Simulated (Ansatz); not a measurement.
Input, command and steps of an Ansatz relaxation.

```yaml
crystal:
  lattice:
    - [6.086100582, 0.0, 0.0]
    - [0.0, 6.086100582, 0.0]
    - [0.0, 0.0, 7.2669764479]
  atoms:
    - { symbol: Ge, position: [0.084852353, 0.084852353, 0.0] }
    - { symbol: Ge, position: [0.415147647, 0.584852353, 0.75] }
    - { symbol: Ge, position: [0.915147647, 0.915147647, 0.5] }
    - { symbol: Ge, position: [0.584852353, 0.415147647, 0.25] }
    - { symbol: Ge, position: [0.1686462167, 0.370706633, 0.2469748095] }
    - { symbol: Ge, position: [0.129293367, 0.6686462167, -0.0030251905] }
    - { symbol: Ge, position: [0.8313537833, 0.629293367, 0.7469748095] }
    - { symbol: Ge, position: [0.870706633, 0.3313537833, 0.4969748095] }
    - { symbol: Ge, position: [0.6686462167, 0.129293367, 0.0030251905] }
    - { symbol: Ge, position: [0.629293367, 0.8313537833, 0.2530251905] }
    - { symbol: Ge, position: [0.3313537833, 0.870706633, 0.5030251905] }
    - { symbol: Ge, position: [0.370706633, 0.1686462167, 0.7530251905] }
basis:
  ecutwfc: 420
kpoints:
  mp_grid: { grid: [6, 6, 6] }
hamiltonian:
  xc: pbesol
scf:
  occupations: { method: gaussian, width: 0.02 }
output:
  forces: true
  stress: true
  eigenvalues: true
relax:
  adjacent_minimum: "off"
  f_tol: 0.01
  max_steps: 30
  cell: { stress_tol: 0.1, fix: [volume] }
```

```bash
ansatz run input.yaml --threads 4 --pin off --max-ram 10240MiB --backend cpu --events-out ev --progress --plain --runs-dir out
```

All numbers below come from DFT PBEsol, scalar-relativistic, plane waves, PAW in Ansatz.

The volume is held at 1.1 times that of the relaxed cell.

Of 4 frames 3 are shown, positions in Å and forces in eV/Å; the SCF threshold varies from step to step. Steps run on the plane waves of an earlier cell, with a Pulay correction in the pressure. The basis is chosen afresh for the last frame, the zero of the energies, and at times for earlier ones too; energy and pressure can step there, also at an unchanged geometry. Where two frames share a geometry here, they differ by under 2 meV/atom and 0.3 GPa.

```xyz
12
Lattice="6.0861 0.0000 0.0000 0.0000 6.0861 0.0000 0.0000 0.0000 7.2670" Properties=species:S:1:pos:R:3:forces:R:3 pbc="T T T" step=1 free_energy_over_end_meV_per_atom=1.22 pressure_GPa=-4.92
Ge    0.5164    0.5164    0.0000    0.0168    0.0168    0.0000
Ge    2.5266    3.5595    5.4502   -0.0168    0.0168    0.0000
Ge    5.5697    5.5697    3.6335   -0.0168   -0.0168    0.0000
Ge    3.5595    2.5266    1.8167    0.0168   -0.0168    0.0000
Ge    1.0264    2.2562    1.7948   -0.0042   -0.0099   -0.0782
Ge    0.7869    4.0694   -0.0220    0.0099   -0.0042   -0.0782
Ge    5.0597    3.8299    5.4282    0.0042    0.0099   -0.0782
Ge    5.2992    2.0167    3.6115   -0.0099    0.0042   -0.0782
Ge    4.0694    0.7869    0.0220   -0.0042    0.0099    0.0782
Ge    3.8299    5.0597    1.8387    0.0099    0.0042    0.0782
Ge    2.0167    5.2992    3.6555    0.0042   -0.0099    0.0782
Ge    2.2562    1.0264    5.4722   -0.0099   -0.0042    0.0782
12
Lattice="6.0636 0.0000 0.0000 0.0000 6.0636 0.0000 0.0000 0.0000 7.3209" Properties=species:S:1:pos:R:3:forces:R:3 pbc="T T T" step=2 free_energy_over_end_meV_per_atom=0.02 pressure_GPa=-4.49
Ge    0.5075    0.5075    0.0000   -0.0174   -0.0174    0.0000
Ge    2.5243    3.5393    5.4907    0.0174   -0.0174    0.0000
Ge    5.5562    5.5562    3.6605    0.0174    0.0174    0.0000
Ge    3.5393    2.5243    1.8302   -0.0174    0.0174    0.0000
Ge    1.0146    2.2555    1.7666    0.0041   -0.0016   -0.0019
Ge    0.7763    4.0464   -0.0636    0.0016    0.0041   -0.0019
Ge    5.0491    3.8082    5.4270   -0.0041    0.0016   -0.0019
Ge    5.2873    2.0172    3.5968   -0.0016   -0.0041   -0.0019
Ge    4.0464    0.7763    0.0636    0.0041    0.0016    0.0019
Ge    3.8082    5.0491    1.8939    0.0016   -0.0041    0.0019
Ge    2.0172    5.2873    3.7241   -0.0041   -0.0016    0.0019
Ge    2.2555    1.0146    5.5543   -0.0016    0.0041    0.0019
12
Lattice="6.0643 0.0000 0.0000 0.0000 6.0643 0.0000 0.0000 0.0000 7.3192" Properties=species:S:1:pos:R:3:forces:R:3 pbc="T T T" step=4 free_energy_over_end_meV_per_atom=0.00 pressure_GPa=-4.45
Ge    0.5000    0.5000    0.0000    0.0046    0.0046    0.0000
Ge    2.5322    3.5322    5.4894   -0.0046    0.0046    0.0000
Ge    5.5643    5.5643    3.6596   -0.0046   -0.0046    0.0000
Ge    3.5322    2.5322    1.8298    0.0046   -0.0046    0.0000
Ge    1.0106    2.2521    1.7615   -0.0023    0.0062    0.0036
Ge    0.7800    4.0428   -0.0683   -0.0062   -0.0023    0.0036
Ge    5.0537    3.8122    5.4211    0.0023   -0.0062    0.0036
Ge    5.2843    2.0216    3.5913    0.0062    0.0023    0.0036
Ge    4.0428    0.7800    0.0683   -0.0023   -0.0062   -0.0036
Ge    3.8122    5.0537    1.8982   -0.0062    0.0023   -0.0036
Ge    2.0216    5.2843    3.7280    0.0023    0.0062   -0.0036
Ge    2.2521    1.0106    5.5578    0.0062   -0.0023   -0.0036
```

The run took 75 s on 4 threads of Oxide Virtual Turin-like Processor (Zen 5) (shared host), peak memory 1.4 GiB.